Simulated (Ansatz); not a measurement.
An Ansatz (a program for electronic structure) run. Input:

Ansatz 0.2 input:
```yaml
crystal:
  lattice:
    - [3.7350868275, 0.0, 0.0]
    - [0.0, 3.7350868275, 0.0]
    - [0.0, 0.0, 3.7350868275]
  atoms:
    - { symbol: Sn, position: [0.5, 0.5, 0.5] }
    - { symbol: Sb, position: [0.0, 0.0, 0.0] }
kpoints:
  mp_grid: { grid: [11, 11, 11] }
hamiltonian:
  xc: pbesol
  pseudopotentials: { kind: paw }
scf:
  occupations: { method: fermi_dirac, width: 0.1 }
phonons:
  method: dfpt
  response_accuracy: low
  eigenvectors: true
  rigid_motions: translations
```

Output (shortened):

```
zone centre: on kpoints.mp_grid the ground state, and the responses unless they are solved on pairs of k-points, stand on 126 of the mesh's 1331 k-points, …
Pseudopotentials: kind: paw
Pseudopotential: Sn, paw, valence charge 14
Pseudopotential: Sb, paw, valence charge 15
Functional definition: PBEsol
Crystal: 2 atoms, lattice volume = 52.108 Å³
Basis set: ecut = 420 eV, 1021 PW (Γ), exchange–correlation on 50×50×50 points (8 copies of the dense FFT grid, shifted against one another)
Bands: 19, of which v1, the nominal top of the filled ones, is band 15 counted from 1 (14 counted from 0)
Symmetry: 48 space group operations
k-points: 126 of 1331 (irreducible under 8 space group operations, time reversal used)
PAW frozen core: Sn, regenerated for the run's functional, and the local potential with it
PAW frozen core: Sb, regenerated for the run's functional, and the local potential with it
Initial wavefunctions: pseudopotential atomic-orbital guess
Eigensolver: davidson
Functional: x = pbesol(κ = 0.804, μ = 0.12345679012345678), c = pbesol(β = 0.046)
SCF iter   1: F=—  HF=-12357.721487 eV  |F-HF|=—  |Δ(HF+E_count)|=         —  Δρ=2.38e-3  dr2=2.11e-3  ethr=1.77e-3  ⟨swp⟩=5.6  Hψ=11670  notcnv=0
all-band conjugate gradients solve this SCF's bands
preconditioner: auto → Kerker (q_TF=auto, 2.474 Å⁻¹)
SCF iter   2: F=—  HF=-12357.719000 eV  |F-HF|=—  |Δ(HF+E_count)|=   2.49e-3  Δρ=1.55e-3  dr2=9.83e-4  ethr=7.27e-6  ⟨swp⟩=2.7  Hψ=5003  notcnv=0
SCF iter   3: F=—  HF=-12357.718731 eV  |F-HF|=—  |Δ(HF+E_count)|=   2.69e-4  Δρ=6.90e-4  dr2=1.27e-4  ethr=3.39e-6  ⟨swp⟩=2.0  Hψ=4225  notcnv=0
SCF iter   4: F=—  HF=-12357.718624 eV  |F-HF|=—  |Δ(HF+E_count)|=   1.06e-4  Δρ=1.30e-4  dr2=1.18e-5  ethr=4.37e-7  ⟨swp⟩=2.0  Hψ=4225  notcnv=0
SCF iter   5: F=—  HF=-12357.718622 eV  |F-HF|=—  |Δ(HF+E_count)|=   1.92e-6  Δρ=1.16e-4  dr2=5.54e-6  ethr=4.08e-8  ⟨swp⟩=2.0  Hψ=3560  notcnv=0
SCF iter   6: F=—  HF=-12357.718619 eV  |F-HF|=—  |Δ(HF+E_count)|=   3.15e-6  Δρ=2.44e-5  dr2=2.57e-7  ethr=1.91e-8  ⟨swp⟩=2.0  Hψ=4001  notcnv=0
SCF iter   7: F=—  HF=-12357.718619 eV  |F-HF|=—  |Δ(HF+E_count)|=   3.16e-7  Δρ=5.42e-6  dr2=1.02e-8  ethr=8.87e-10  ⟨swp⟩=2.0  Hψ=4227  notcnv=0
SCF iter   8: F=—  HF=-12357.718619 eV  |F-HF|=—  |Δ(HF+E_count)|=   5.71e-9  Δρ=9.23e-7  dr2=2.11e-10  ethr=3.53e-11  ⟨swp⟩=2.0  Hψ=4247  notcnv=0
SCF iter  10: F=-12357.718619 eV  HF=-12357.718619 eV  |F-HF|=3.64e-12  |Δ(HF+E_count)|=  1.82e-11  Δρ=1.56e-8  dr2=6.78e-14  ethr=1.00e-12  ⟨swp⟩=5.8  Hψ=9880  notcnv=0
SCF 1 converged in 10 iterations: F = -12357.718619 eV  dr2 = 6.78e-14
DFPT response loops at Γ: preconditioner auto → Kerker (q_TF=auto, 2.474 Å⁻¹) (partly filled bands, converged f_vac=0.000) …
SCF converged after 10 iterations
Free energy (F): -12357.718619 eV
Harris-Foulkes:  -12357.718619 eV  (|F-HF|=3.64e-12)
Internal energy: -12357.675279 eV  (E = F + TS)
E sigma→0 (E₀):  -12357.696949 eV
Entropy (-TS):   -0.043340 eV (-21.670 meV/atom)
Fermi energy:    11.633055 eV
--- Per-component energies (eV) ---
  E_band       = -212.187544
  E_kinetic    = 394.496014
  E_local      = -2207.233284  (includes V_loc(G=0)·N_el)
  E_nonlocal   = 332.879542
  E_hartree    = 1153.856065
  E_xc         = -517.817905
  E_vxc        = -194.763281  (∫ρ·V_xc dr)
  E_paw        = -8562.680504  (= ΣΔE_a)
  E_vpaw       = -845.278650  (= ΣTr[D̂ρ^β])
  E_aug_tail   = -0.000002  (compensation charges beyond the density's cutoff)
  E_ewald      = -2951.791902
  E_core_change = 0.616697  (= ΣΔE_core)
  E_smearing   = -0.043340  (= −TS)
  E_closure    =  0.000000  (closes the sum)
  Σ components = -12357.718619   (vs F -12357.718619, Δ=0.00e0)
  [band-id]    e_kinetic+e_local+e_nonlocal+2·e_hartree+e_vxc+e_vpaw+e_augmentation_tail = -212.187532   (vs E_band -212.187544, Δ=1.20e-5)
--- Band table (eV; the first three rows and the last of 126) ---
  k-point 0: bands = ["-17.3905", "-17.3905", "-17.3717", "-17.3717", "-17.3717", "-9.8352", "-9.8352", "-9.7821", "-9.7821", "-9.7821", "-0.7202", "7.8749", "10.2770", "10.2770", "10.2770", "15.0119", "15.0119", "18.7654", "18.7654"]
  k-point 1: bands = ["-17.3905", "-17.3887", "-17.3722", "-17.3722", "-17.3717", "-9.8351", "-9.8309", "-9.7837", "-9.7837", "-9.7821", "-0.6317", "7.4013", "10.3690", "10.3762", "10.3762", "15.0862", "15.6307", "18.2523", "18.3937"]
  k-point 2: bands = ["-17.3902", "-17.3836", "-17.3735", "-17.3735", "-17.3714", "-9.8347", "-9.8194", "-9.7881", "-9.7881", "-9.7821", "-0.3675", "6.3243", "10.6273", "10.6708", "10.6708", "15.3092", "16.8387", "17.4389", "17.4485"]
  k-point 125: bands = ["-17.3847", "-17.3846", "-17.3846", "-17.3544", "-17.3544", "-9.8230", "-9.8228", "-9.8228", "-9.7499", "-9.7499", "3.8152", "6.3356", "8.5865", "8.8099", "8.8099", "10.1772", "10.1772", "10.7936", "27.2485"]
  band table: 19 of 19 bands, residual norms ≤ 1.0e-3 eV
--- Phonons (Γ-DFPT): 2 representative perturbations + reference, on 126 of 1331 k-points (Σ response iterations 5) ---
  k mesh reduced under 8 symmetry operations, with k and −k counted as one. Each operation leaves every solved perturbation unchanged …
  ASR residual: 2.751e-4 → 0.000e0 eV/Å²; symmetrization residual: 6.735e-4 eV/Å²
  ASR residual per site (eV/Å²): 2.75e-4 1.67e-4
  Γ frequencies (cm⁻¹): 0.00 0.00 0.00 81.12 81.12 81.12
  non-analytic LO–TO correction: not included (Born effective charges unavailable; polar crystals: no LO–TO splitting at Γ)
```

Cost: very roughly 40 core-seconds on shared cores.

Space group Pm-3m (CsCl type). The first step of the workflow began from a Materials Project structure, measured or hypothetical; the Crystallography Open Database copy checked does not list it. COD files the formula under space group No. 166, 225, so this cell is another polymorph or a model. Whether it is the stable phase at ambient conditions was not checked. The cell was relaxed with PBEsol under the symmetry of its start; of distortions, only those at the zone centre were tested. As this level gives no gap, phonon frequencies hold no LO–TO term and depend on the k-mesh and smearing (Fermi–Dirac, 0.1 eV here). Spin–orbit coupling is left out wherever it is not named.

Potentials: the later of the program's two PAW sets.

Ansatz is a plane-wave DFT program.
